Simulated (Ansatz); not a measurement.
ZnS (wurtzite)

```xyz
4
Lattice="3.8061 0.0000 0.0000 -1.9031 3.2962 0.0000 0.0000 0.0000 6.2447" Properties=species:S:1:pos:R:3 pbc="T T T"
Zn     1.9031     1.0987     6.2432
Zn     0.0000     2.1975     3.1208
S      1.9031     1.0987     3.9058
S      0.0000     2.1975     0.7834
```

In each cell atom 1 (Zn, nearest neighbour S at 2.333 Å; its periodic images, 3.8 Å or more away, move with it) moves by s·(1.000, 0.000, 0.000) (along Cartesian x), the rest being held.

The numbers are results of r2SCAN (plane waves to 500 eV, PAW, scalar-relativistic; Ansatz, an electronic-structure program), not measurements. k mesh 8×8×5 (Γ-centred), Fermi-Dirac smearing 0.05 eV. Energies are smeared free energies. F⊥ is the part of the force across the line. ZnS was relaxed with its symmetry unable to fall. The zero of ΔE is the undisplaced structure.

**Question.** Predict the ΔE (eV/cell) and |F⊥| (eV/Å) at s (Å) = -0.230, -0.138, -0.092, 0.138, 0.184, 0.230.

**Answer.** 
```tsv
s (Å)	ΔE (eV/cell)	|F⊥| (eV/Å)
-0.230	0.1616	0.641
-0.138	0.0565	0.226
-0.092	0.0249	0.100
0.138	0.0565	0.226
0.184	0.1018	0.405
0.230	0.1616	0.641
```

(For displaced atoms, the force is minus the slope of the energy, and its curvature is a force constant, which sets phonon frequencies.)
